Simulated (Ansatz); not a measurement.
Is this Al5BP6 structure a true minimum?

It was reached by relaxing an invented guess, and it needn't be the stable form of this composition.

These are results of DFT PBE, scalar-relativistic, plane waves, PAW (Ansatz 0.2.0), not measurements. Cutoff 420 eV; k points 6×6×6 on the computed 12-atom cell (Γ-centred); Gaussian smearing, width 0.02 eV; no spin polarisation.

The cell below (12 atoms, space group P31m (No. 157)) is relaxed within its symmetry.

```
Al B P
1.0
     6.53585    0.00000    0.00000
    -3.26793    5.66022    0.00000
     0.00000    0.00000    6.20227
Al B P
5 1 6
Direct
  0.68090 0.00000 0.00033
  0.31910 0.31910 0.00033
  0.00000 0.68090 0.00033
  0.66667 0.33333 0.50048
  0.33333 0.66667 0.50048
  0.00000 0.00000 0.49825
  0.70836 0.00000 0.38589
  0.29164 0.29164 0.38589
  0.00000 0.70836 0.38589
  0.00000 0.00000 0.82514
  0.66667 0.33333 0.88350
  0.33333 0.66667 0.88350
```

For the test it was strained at random (σ = 1.5 % a component), the atoms were moved at random (σ = 0.10 Å), and all was relaxed again on a coarse 2×3×3 mesh (in the run’s order of axes) with 0.10 eV smearing, with no symmetry imposed.

Problem. Does it come back?

Solution. It returns, within 1 meV/atom of the unmoved cell on that mesh and with the same symmetry when read at 0.1 Å (Cm at 0.01 Å, so small strains and shifts remain). So it is stable against the distortions that fit this cell and that this random move excites. Modes that don't fit the cell aren't tested.
